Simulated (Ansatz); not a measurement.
ScPt$_{3}$ (Cu3Au type)

```
CELL_PARAMETERS angstrom
      3.92239     0.00000     0.00000
      0.00000     3.92239     0.00000
      0.00000     0.00000     3.92239
ATOMIC_POSITIONS crystal
  Sc 0.00000 0.00000 0.00000
  Pt 0.50000 0.50000 0.00000
  Pt 0.00000 0.50000 0.50000
  Pt 0.50000 0.00000 0.50000
```

The slice is a {110} plane (indices of the conventional cell) through the point (0.000, 0.500, 0.500) (fractional), spanned by u = [100] and v = [011] in vectors of this cell: u (3.92 Å) and v (5.55 Å, at 90° to u). It covers one period; positions are fractions (u, v).

The numbers are results of LDA (plane waves to 420 eV, PAW, scalar-relativistic; Ansatz, a program for electronic structure), not measurements. k mesh 12×12×12. These are valence fields of a PAW run, semicore shells included where kept as valence: close to a nucleus they are smooth pseudo fields. ScPt3 is run without spin polarisation. ScPt3 was relaxed with its symmetry unable to fall. Spin-orbit coupling is left out, though Pt is heavy.

Three fields on this plane, each scaled to ten steps between its own extremes (0 low, 9 high; the total valence density on a logarithmic scale, the potential cut 8 eV below its top; x marks points blanked near nuclei; v = 0 in the bottom row):

Map A
```
|xxxx6422246xxx|
|xxx765434567xx|
|xx76665556667x|
|98777777777778|
|66677788877766|
|11147888887411|
|xx21477777412x|
|xxx215666512xx|
|xxxx0245420xxx|
|xxxx0144410xxx|
|xxxx0245420xxx|
|xxx215666512xx|
|xx21477777412x|
|11147888887411|
|66677788877766|
|98777777777778|
|xx76665556667x|
|xxx765434567xx|
|xxxx6422246xxx|
|xxxx6421246xxx|
```

Map B
```
|xxxx6210126xxx|
|xxx953222359xx|
|xx96433333469x|
|87543455543457|
|43333455543333|
|33223455543223|
|xx52234443225x|
|xxx521222125xx|
|xxxx2001002xxx|
|xxxx2000002xxx|
|xxxx2001002xxx|
|xxx521222125xx|
|xx52234443225x|
|33223455543223|
|43333455543333|
|87543455543457|
|xx96433333469x|
|xxx953222359xx|
|xxxx6210126xxx|
|xxxx7200027xxx|
```

Map C
```
|xxxx1799971xxx|
|xxx047888740xx|
|xx02676667620x|
|00367654567630|
|23567644467653|
|00256654566520|
|xx01466666410x|
|xxx026777620xx|
|xxxx0588850xxx|
|xxxx0589850xxx|
|xxxx0588850xxx|
|xxx026777620xx|
|xx01466666410x|
|00256654566520|
|23567644467653|
|00367654567630|
|xx02676667620x|
|xxx047888740xx|
|xxxx1799971xxx|
|xxxx0799970xxx|
```

Assign the maps to these fields: electron localisation function (ELF); valence electron density; electrostatic potential energy of an electron, from the cell's mean.

A is the electron localisation function (ELF); B is the valence electron density; C is the electrostatic potential energy of an electron, from the cell's mean.
